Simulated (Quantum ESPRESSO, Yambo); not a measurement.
LuIO (space group P4/nmm, No. 129): one geometry, one set of norm-conserving PBEsol (Quantum ESPRESSO, 100 Ry, without SOC) orbitals, self-energies from Yambo (4×4×1 Γ-centred k mesh, bands 3 to 212 and a 7 Ry block in the screening, 212 bands in G with the Bruneval-Gonze terminator, plasmon pole fitted at 27.2 eV).

```json
[
 {"level": "PBEsol (Quantum ESPRESSO)", "gap (0, 0.25, 0) → M (eV)": "3.20", "direct gap at Γ (eV)": "3.36"},
 {"level": "exchange only (Hartree-Fock self-energy on PBEsol orbitals)", "gap (0, 0.25, 0) → M (eV)": "(withheld)", "direct gap at Γ (eV)": "(withheld)"},
 {"level": "static COHSEX@PBEsol", "gap (0, 0.25, 0) → M (eV)": "(withheld)", "direct gap at Γ (eV)": "(withheld)"},
 {"level": "G0W0@PBEsol, plasmon pole", "gap (0, 0.25, 0) → M (eV)": "4.46", "direct gap at Γ (eV)": "4.74"}
]
```

Q: Complete the blanks.

A: 
- exchange only (Hartree-Fock self-energy on PBEsol orbitals), gap (0, 0.25, 0) → M (eV): 9.82
- exchange only (Hartree-Fock self-energy on PBEsol orbitals), direct gap at Γ (eV): 10.43
- static COHSEX@PBEsol, gap (0, 0.25, 0) → M (eV): 5.26
- static COHSEX@PBEsol, direct gap at Γ (eV): 5.47

Bare exchange has no screening and gives the widest gap; static COHSEX screens it but leaves out the frequency dependence, which G0W0 restores. All rows use the PBEsol edge points; in the exchange only run other k points give a smaller gap, 9.69 eV.

Nearest settings tried, and what they do to the gap: 107 bands in W: -9 meV; 2 Ry block (55 vectors against 283): -475 meV. Not varied: bands in G, mesh. So the settings aren't converged at that level. The k mesh is coarse.

Geometry relaxed with PBE+D3(BJ); primitive cell a = b = 3.8436 Å, c = 9.0845 Å, α = β = γ = 90.00°.
